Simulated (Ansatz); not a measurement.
MgH2:
```yaml
crystal:
  lattice:
    - [4.48503, 0.00000, 0.00000]
    - [0.00000, 4.48503, 0.00000]
    - [0.00000, 0.00000, 2.99605]
  atoms:
    - { symbol: Mg, position: [0.00000, 0.00000, 0.00000] }
    - { symbol: Mg, position: [0.50000, 0.50000, 0.50000] }
    - { symbol: H, position: [0.30467, 0.30467, 0.00000] }
    - { symbol: H, position: [0.19533, 0.80467, 0.50000] }
    - { symbol: H, position: [0.69533, 0.69533, 0.00000] }
    - { symbol: H, position: [0.80467, 0.19533, 0.50000] }
```

Relaxed with r²SCAN.

**Question.** Give the optical modes at the zone centre with their infrared and Raman activity from DFPT, r²SCAN (plane waves, PAW; program Ansatz).

**Answer.** Transverse frequencies, without the LO–TO term; a row sums one degenerate level.

```csv
ω (cm⁻¹),degeneracy,IR ((D/Å)²/amu),Raman (Å⁴/amu),activity,symmetry
197,1,0.00,0,silent,B1u
308,2,0.27,0,IR,Eu
314,1,0.00,0.66,Raman,B1g
564,2,97.48,0,IR,Eu
838,1,0.00,0,silent,A2g
892,1,93.16,0,IR,A2u
1008,2,0.00,57,Raman,Eg
1156,1,0.00,0,silent,B1u
1224,2,79.67,0,IR,Eu
1326,1,0.00,20,Raman,A1g
1517,1,0.00,7.9,Raman,B2g
```

**Question.** How high does the top mode go among those that the LO–TO term moves?

**Answer.** 1427 cm⁻¹ for q along x, 1427 cm⁻¹ for q along y, 1303 cm⁻¹ for q along z.

Space group P4_2/mnm (rutile). The cell was relaxed with r²SCAN under the symmetry of its start; phonons on a q-mesh show no instability.

Potentials: the later of the program's two PAW sets.
